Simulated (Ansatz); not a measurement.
SnS (rock salt)

```yaml
crystal:
  lattice:
    - [0.00000, 2.87186, 2.87186]
    - [2.87186, 0.00000, 2.87186]
    - [2.87186, 2.87186, 0.00000]
  atoms:
    - { symbol: Sn, position: [0.50000, 0.50000, 0.50000] }
    - { symbol: S, position: [0.00000, 0.00000, 0.00000] }
```

The slice is a {110} plane (indices of the conventional cell) through the point (0.000, 0.000, 0.000) (fractional), spanned by u = [100] and v = [1 -1 -1] in vectors of this cell: u (4.06 Å) and v (5.74 Å, at 90° to u). It covers one period; positions are fractions (u, v).

Computed with PBEsol (plane waves to 420 eV, PAW, scalar-relativistic; Ansatz, a first-principles code). k mesh 10×10×10. These are valence fields of a PAW run, semicore shells included where kept as valence: close to a nucleus they are smooth pseudo fields. SnS was relaxed with its symmetry unable to fall. This is one of several known forms of SnS; the measured ambient cells at hand have space group No. 62.

Task: Predict the map of the valence electron density on the slice.

Result: 
```tsv
v \ u	0.00	0.10	0.20	0.30	0.40	0.50	0.60	0.70	0.80	0.90
0.86	-0.1	-0.2	-0.5	-0.9	-1.3	-1.4	-1.3	-0.9	-0.5	-0.2
0.71	-0.5	-0.6	-0.9	-1.2	-1.5	-1.6	-1.5	-1.2	-0.9	-0.6
0.57	0.9	0.6	-0.1	-0.7	-1.1	-1.3	-1.1	-0.7	-0.1	0.6
0.43	0.9	0.6	-0.1	-0.7	-1.1	-1.3	-1.1	-0.7	-0.1	0.6
0.29	-0.5	-0.6	-0.9	-1.2	-1.5	-1.6	-1.5	-1.2	-0.9	-0.6
0.14	-0.1	-0.2	-0.5	-0.9	-1.3	-1.4	-1.3	-0.9	-0.5	-0.2
0.00	-3.0	0.0	-0.1	-0.6	-1.0	-1.2	-1.0	-0.6	-0.1	0.0
```

Values: log₁₀ of the valence density in e/Å³. The scale is logarithmic, as a density can span decades between atoms and voids; values under 0.001 e/Å³ are set to 0.001.
